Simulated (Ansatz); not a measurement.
The relaxed structure here is a generated cell of HfN: the first start was made by a random draw of sites in a space group, and the end was not matched to a known phase here, so it may be hypothetical. Known forms of HfN include space group No. 225.

A relaxed structure of HfN. All values below come from r2SCAN (plane waves to 500 eV, PAW, scalar-relativistic; Ansatz, an electronic-structure program).

```cif
data_Hf3N3
_chemical_formula_sum 'Hf3 N3'
_space_group_name_H-M_alt 'P 1'
_space_group_IT_number 1
_cell_length_a 3.61208
_cell_length_b 3.61208
_cell_length_c 6.72342
_cell_angle_alpha 102.521
_cell_angle_beta 102.521
_cell_angle_gamma 100.418
loop_
_space_group_symop_operation_xyz
  'x, y, z'
loop_
_atom_site_label
_atom_site_type_symbol
_atom_site_fract_x
_atom_site_fract_y
_atom_site_fract_z
_atom_site_occupancy
Hf1 Hf 0.78220 0.78220 0.71486 1
Hf2 Hf 0.08051 0.08051 0.36782 1
Hf3 Hf 0.42790 0.42790 0.05319 1
N1 N 0.35169 0.10134 0.70999 1
N2 N 0.10134 0.35169 0.70999 1
N3 N 0.59134 0.59134 0.38145 1
```

Problem. Find the space group and the Wyckoff positions (tolerance 0.01 Å).

Solution. Space group Cm (No. 8); a = 4.6234 Å, b = 5.5509 Å, c = 6.7234 Å, α = 90.00°, β = 109.80°, γ = 90.00°

```
atom  site  symmetry       x       y       z
----  ----  --------  ------  ------  ------
Hf      2a         m  0.2822  0.5000  0.7149
Hf      2a         m  0.0805  0.0000  0.3678
Hf      2a         m  0.4279  0.0000  0.0532
N       4b         1  0.2265  0.1252  0.7100
N       2a         m  0.0913  0.5000  0.3815
```

Problem. Give the shortest distances between elements (the closest pairs, up to four, under 3.6 Å).

Solution. N–N 1.39 Å; Hf–N 2.08 Å; Hf–Hf 3.04 Å.

```yaml
volume_per_atom: 13.53 Å³
band_gap: zero (metallic)
```

The relaxed cell holds bonded N–N pairs (1.39 Å). No spin polarisation in the result. The relaxed primitive cell holds an odd number of electrons. A magnetic state may lie lower.

The run could not lose the symmetry of its start, so the end can be a saddle point.
